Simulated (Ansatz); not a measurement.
**TiHg: two-dimensional strain map**

Level of theory: DFT PBEsol, scalar-relativistic, plane waves, PAW in Ansatz. Cutoff 420 eV, Γ-centred 16×16×12 k-points, Gaussian smearing of 0.15 eV. Spin–orbit coupling is left out, which can shift energies with elements as heavy as these. No spin polarisation. Energies are free energies at this smearing, counted from the undisturbed cell; pressure is positive in compression.

Zero of the scan (as given, not relaxed at this level; it stands at -2.9 GPa, and it needn't be the usual structure):

```
Ti Hg
1.0
     3.00900    0.00000    0.00000
     0.00000    3.00900    0.00000
     0.00000    0.00000    4.04100
Ti Hg
1 1
Direct
  0.50000 0.50000 0.50000
  0.00000 0.00000 0.00000
```

The cell is strained by p along both x and y and by q along z, fractional coordinates fixed. Points are written (p, q).

Energy above the undisturbed cell in meV/atom (a dash: not computed):

```
 p \ q  -0.050  -0.025  0.000  0.025  0.050
-0.050   127.1    75.4   40.9   21.6   15.4
-0.025    44.9    15.2   -0.2   -2.9    5.7
 0.000     9.3    -1.3    0.0   11.8   32.9
 0.025    11.0    17.1   32.8   57.2   89.1
 0.050    42.7    63.3   91.4  126.5  167.6
```

Pressure in GPa:

| p \ q | -0.050 | -0.025 | 0.000 | 0.025 | 0.050 |
| --- | --- | --- | --- | --- | --- |
| -0.050 | 22.0 | 16.3 | 11.4 | 7.3 | 3.7 |
| -0.025 | 11.8 | 7.3 | 3.3 | 0.0 | -2.8 |
| 0.000 | 3.9 | 0.2 | -2.9 | -5.5 | -7.7 |
| 0.025 | -2.2 | -5.1 | -7.6 | -9.6 | -11.3 |
| 0.050 | -7.0 | -9.2 | -11.1 | -12.7 | -13.9 |